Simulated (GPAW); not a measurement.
**RuAu and the effect of the functional**

```yaml
crystal:
  lattice:
    - [3.16481, 0.00000, 0.00000]
    - [0.00000, 3.16481, 0.00000]
    - [0.00000, 0.00000, 3.16481]
  atoms:
    - { symbol: Ru, position: [0.00000, 0.00000, 0.00000] }
    - { symbol: Au, position: [0.50000, 0.50000, 0.50000] }
```

The cell comes from a database or a generator and needn't be the stable form of this composition.

Kept alike: task band structure; k mesh 8 × 8 × 8; occupations fermi-dirac, width 0.05 eV; no spin polarisation. Program: GPAW, potentials by row: PAW data sets generated for this functional (AM05, BLYP, PW91); the program's PAW data sets (release 1.2.1) made for this functional (LDA, revPBE); GPAW PAW data sets (gpaw-data 1.2.1) (PBE, SCAN on files made for PBE, TPSS on files made for PBE, r2SCAN on files made for PBE), cutoff 600 eV. The mesh is that of the run's cell of 2 atoms. No spin-orbit coupling.

| functional | pressure (GPa) |
| --- | --- |
| AM05 | -8.18 |
| BLYP | 14.03 |
| LDA | -11.69 |
| PBE | 1.98 |
| PW91 | 2.45 |
| SCAN | -5.99 |
| TPSS | -3.65 |
| r2SCAN | -1.71 |
| revPBE | 4.85 |

Pressure is positive in compression; the values hold the error of the finite cutoff, so their zero can differ a little from the energy's minimum. For a metal such a mesh leaves the last digits unconverged.

Question: What does the functional change here?

Answer: The pressure runs from -11.69 (LDA) to 14.03 GPa (BLYP). From PBE: AM05 -10.16; BLYP +12.05; LDA -13.67; PW91 +0.47; SCAN -7.97; TPSS -5.63; r2SCAN -3.69; revPBE +2.87. A positive pressure means that the functional's own cell is larger than the one given, a negative one that it is smaller.
